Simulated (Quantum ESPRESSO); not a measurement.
GaN (wurtzite, space group P6_3mc, No. 186) has a direct gap of 1.91 eV with PBEsol (Quantum ESPRESSO, PseudoDojo norm-conserving, 84 Ry, scalar-relativistic). After an isotropic strain (on all lattice vectors, atoms relaxed) the gap is direct, 2.05 eV.

### Question
Which strain was applied?
A. -1.5 %
B. +1 %
C. +2 %
D. -3 %
E. -0.7 %

### Answer
E, -0.7 %. Gaps found: -3 %: 2.52 eV (direct); -1.5 %: 2.21 eV (direct); -0.7 %: 2.05 eV (direct); 0 %: 1.91 eV (direct); 1 %: 1.71 eV (direct); 2 %: 1.51 eV (direct).

Spin-orbit coupling is not included.
